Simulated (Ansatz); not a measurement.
# Fixed-spin-moment curve of VPt₃

The cell (4 atoms) is VPt₃ as a measured crystal structure (space group Pm-3m). Source: COD entry 1539289, which need not be the ambient phase.

```xyz
4
Lattice="3.8790 0.0000 0.0000 0.0000 3.8790 0.0000 0.0000 0.0000 3.8790" Properties=species:S:1:pos:R:3 pbc="T T T"
V     0.0000    0.0000    0.0000
Pt    0.0000    1.9395    1.9395
Pt    1.9395    0.0000    1.9395
Pt    1.9395    1.9395    0.0000
```

Site labels below count the atoms in this order, from 1.

Level of theory: DFT, LDA, PAW, plane waves, scalar-relativistic in Ansatz development build ahead of 0.2.0.

```yaml
plane_wave_cutoff: 420 eV
k_point_mesh: 7×7×7 (Γ-centred)
occupations: Fermi–Dirac smearing, 0.1 eV
```

Site moments are integrals over atomic spheres and don't add up to the total.

Each run fixes N↑ − N↓ and starts with that moment spread in parallel over the V atoms; no search for lower states follows. Energies are free energies per cell above the lowest run, the runs with a free moment included. A row is the solution that its start led to, not a proven minimum at that M. The run at M = 0 starts without moments and gives the spin-unpolarised solution. The cell holds one magnetic atom, so only parallel order fits; orders in a larger cell may lie lower.

The run at M = 1.30 μB took 3 s on 2 threads of x86-64 server CPU (shared host), peak memory 0.43 GiB.

```tsv
fixed M (μB/cell)	F − F(lowest) (meV/cell)	moments of V1 Pt2 Pt3 Pt4 (μB)
0.00	100	0.00 0.00 0.00 0.00
0.32	88	0.41 -0.04 -0.04 -0.04
0.65	?	?
0.97	20	1.10 -0.07 -0.07 -0.07
1.30	0	1.30 -0.04 -0.04 -0.04
1.62	20	1.39 0.03 0.03 0.03
1.95	?	?
2.27	161	1.54 0.19 0.19 0.19
2.60	284	1.63 0.26 0.26 0.26
```

(1) Fill in the row for M = 0.65 μB.

(2) Fill in the row for M = 1.95 μB.

Answers

(1) 57 meV; moments V1 0.79, Pt2 -0.07, Pt3 -0.07, Pt4 -0.07 μB.

(2) 76 meV; moments V1 1.47, Pt2 0.11, Pt3 0.11, Pt4 0.11 μB.

With the constraint released: “usual moment, free total moment [V1 2.00 μB]” ends at 1.30 μB, 0 meV; “usual moment scaled by 0.1, free total moment [V1 0.20 μB]” ends at 1.30 μB, 0 meV.
